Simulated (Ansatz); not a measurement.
The relaxed structure here is a generated cell of Nb: the first start was made by placing the elements on the sites of a structure type, and the end was not matched to a known phase here, so it may be hypothetical. Known forms of Nb include space group No. 229.

A relaxed cell of Nb (P6/mmm (No. 191)), relaxed on a k-mesh at least as fine as the one used below. These are PBE (plane waves to 420 eV, PAW, scalar-relativistic; Ansatz, a quantum-chemistry and plane-wave program) values and carry that method's errors. Γ-centred k-mesh 8×8×12 on the run's cell (coarser than for final values), Fermi–Dirac smearing 0.05 eV.

```
CELL_PARAMETERS angstrom
      4.88601     0.00000     0.00000
     -2.44301     4.23141     0.00000
      0.00000     0.00000     2.68186
ATOMIC_POSITIONS crystal
  Nb 0.00000 0.00000 0.00000
  Nb 0.33333 0.66667 0.50000
  Nb 0.66667 0.33333 0.50000
```

The atoms are displaced along an unstable phonon of this cell by (Å):

```csv
atom,ux,uy,uz
Nb1,0.000,0.000,0.000
Nb2,0.000,0.000,0.150
Nb3,0.000,0.000,-0.150
```

Task: What forces (eV/Å) and pressure result?

Result: 
| atom | Fx | Fy | Fz |
|---|---|---|---|
| Nb1 | 0.00 | 0.00 | 0.00 |
| Nb2 | 0.00 | 0.00 | 1.01 |
| Nb3 | 0.00 | 0.00 | -1.01 |

Pressure -0.7 GPa.

Task: Estimate the energy cost of the displacement in the harmonic approximation and compare with the calculation.

Result: For a harmonic well ΔE = −½ Σ F·u = -0.152 eV a cell, or -51 meV/atom. The calculated energy relative to the undisplaced cell is -0.06 eV/atom, so the harmonic estimate holds well.

The undisplaced cell is probably no minimum: from this displacement the run went on to Im-3m (No. 229), 0.20 eV/atom below it.

No spin polarisation in the result.
